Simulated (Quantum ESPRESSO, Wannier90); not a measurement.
# Wannierisation of Rb$_{2}$HgF$_{4}$ (I4/mmm)

```
begin unit_cell_cart
ang
    0.0000000000   -4.5832000000    0.0000000000
    4.5832000000    0.0000000000    0.0000000000
   -2.2916000000    2.2916000000    6.8830950000
end unit_cell_cart
begin atoms_frac
Rb   0.3591400000  0.3591400000 -0.2817200000
Rb  -0.3591400000 -0.3591400000  0.2817200000
Hg   0.0000000000  0.0000000000  0.0000000000
F    0.1638400000  0.1638400000  0.3276800000
F   -0.1638400000 -0.1638400000 -0.3276800000
F    0.0000000000  0.5000000000  0.0000000000
F    0.5000000000  0.0000000000  0.0000000000
end atoms_frac
```

Materials Project entry mp-8962; symmetrised, unrelaxed at this level. Not found in the COD (Crystallography Open Database) copy used; not checked further. Method: LDA plane waves in Quantum ESPRESSO 7.5 (PseudoDojo norm-conserving files, 68 Ry, no spin polarisation, no spin-orbit coupling), Bloch states on a 4×4×4 mesh through Γ, Wannier90 4.0.1. Density: 8×8×8 mesh, cold smearing 0.01 Ry. Spin-orbit coupling is left out although heavy elements are present.

Bands 7-10,17-33 form an isolated set from -21.03 to 0.00 eV relative to the valence-band maximum (on the path) and are turned into 21 Wannier functions by minimising the spread from the start: SCDM (isolated). Bands 11–16 (Rb 4p 97 %) lie between the kept ones and are excluded.

Task: Where do the functions sit, how wide are they and what are they made of?

Result: 
| functions | spread (Å²) | nearest atom, distance (Å) | second atom, distance (Å) | weight on atomic waves |
|---|---|---|---|---|
| 2 | 0.58 | F 0.28 | Hg 2.36 | F 2p 71 %, F 2s 26 % |
| 4 | 0.57 | F 0.28 | Hg 2.35 | F 2p 71 %, F 2s 26 % |
| 3 | 0.65 | F 0.28 | Hg 2.21 | F 2p 74 %, F 2s 22 % |
| 2 | 0.63 | F 0.28 | Hg 2.27 | F 2p 74 %, F 2s 23 % |
| 1 | 0.64 | F 0.29 | Hg 2.11 | F 2p 70 %, F 2s 25 % |
| 2 | 0.69 | F 0.31 | Hg 2.00 | F 2p 66 %, F 2s 26 %, Hg 6s 5 % |
| 2 | 0.92 | F 0.33 | Hg 1.93 | F 2p 70 %, F 2s 19 %, Hg 6s 7 % |
| 3 | 0.79 | Hg 0.00 | F 2.26 | Hg 5d 99 % |
| 2 | 0.80 | Hg 0.00 | F 2.26 | Hg 5d 99 % |

Ω_I = 12.96 Å², Ω_total = 14.49 Å²; the interpolated bands follow pw.x to 1.2 meV rms on the path. It is the lowest total spread that any start reached here.
